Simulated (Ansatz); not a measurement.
A trial structure of PbSe2I2 was built thus: CeCo2Si2 type (I4/mmm) distorted into a subgroup (Fmmm, No. 69) (cell multiple 1; largest shift (Å) 0.17). Lengths were set from tabulated atomic sizes, so they are only a guess.

```
CELL_PARAMETERS angstrom
0.00000 3.74842 5.92905
3.73325 0.00000 5.92905
3.73325 3.74842 0.00000
ATOMIC_POSITIONS crystal
Pb 0.00000 0.00000 0.00000
Se 0.62133 0.62133 0.37867
Se 0.37867 0.37867 0.62133
I 0.25000 0.25000 0.25000
I 0.75000 0.75000 0.75000
```

Computed with DFT PBE, scalar-relativistic, plane waves, PAW in Ansatz 0.2.0. Cutoff 420 eV, Gaussian smearing, Γ-centred meshes. Cell and atoms relax first on a coarse mesh and then on a finer one. In between, the cell is made exact in the group found at 0.06 Å. In metals the finer mesh still leaves noise of several meV/atom or more. The steps can't lower the symmetry of their start. No spin polarisation.

A guess keeps its type if space group and coordination stay and the shape of the cell changes little (axis ratios within about 15 %, angles within 6°); the volume may change.

Question: Does it keep its structure type, or change into something else?

Answer: It doesn't keep its type. The symmetry goes from Fmmm (No. 69) to I4/mmm (No. 139). The volume per atom grows by 4.7 %, from 33.2 to 34.7 Å³. The shortest distance goes from 2.88 Å (Se–Se) to 2.24 Å (Se–Se). Counting neighbours within 15 % of an atom's shortest distance, the start has I 4, Pb 18, Se 5 and the end I 8, Pb 2, Se 1. In detail, at the end Pb has 2 Se at 3.09 Å and 8 I at 3.84 Å; Se is surrounded by 1 Se at 2.24 Å, 1 Pb at 3.09 Å and 4 I at 3.36 Å; around I lie 4 Se at 3.36 Å and 4 Pb at 3.84 Å.

```cif
data_structure
_symmetry_space_group_name_H-M 'I4/mmm'
_symmetry_Int_Tables_number 139
_cell_length_a 6.4180
_cell_length_b 6.4180
_cell_length_c 8.4318
_cell_angle_alpha 90.000
_cell_angle_beta 90.000
_cell_angle_gamma 90.000
_cell_volume 347.31
loop_
_atom_site_label
_atom_site_type_symbol
_atom_site_symmetry_multiplicity
_atom_site_Wyckoff_symbol
_atom_site_fract_x
_atom_site_fract_y
_atom_site_fract_z
_atom_site_occupancy
Pb1 Pb 2 a 0.00000 0.00000 0.00000 1
Se1 Se 4 e 0.00000 0.00000 0.63299 1
I1 I 4 d 0.00000 0.50000 0.25000 1
```

The last run used an 8×8×8 mesh for its 5-atom cell and Gaussian smearing of 0.10 eV. Weakly bound directions are ill-defined at this level, which has no dispersion term. These runs have no spin–orbit coupling, which can matter for I and Pb. Symmetry constrained the relaxation, so the result can be a saddle point.
